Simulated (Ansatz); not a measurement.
Be (diamond, space group No. 227) at seven volumes, the program Ansatz at the PBE level (PAW), scaled uniformly. One row is withheld.

```csv
V (Å³/atom),P (GPa)
13.374,4.85
13.815,?
14.256,1.40
14.697,-0.01
15.138,-1.25
15.579,-2.34
16.020,-3.29
```

Task: Fit the shown pressures and predict the withheld one.

Result: P = (3/2)B₀(x^(7/2) − x^(5/2))[1 + (3/4)(B′ − 4)(x − 1)] with x = (V₀/V)^(2/3). Least squares on the six rows gives V₀ = 14.693 Å³/atom, B₀ = 44.1 GPa, B′ = 3.36. At V = 13.815, x = 1.0419 and P = 3.01 GPa. The run itself gave 3.01 GPa.

Space group Fd-3m (diamond). The start of the workflow was typed in or built on a structure type; neither database checked (COD, Materials Project) lists it. It is not the phase usual at ambient conditions (space group No. 194). Symmetry was held in the PBE relaxation; its stability against distortions is not shown here.

Potentials: the earlier of the program's two PAW sets.
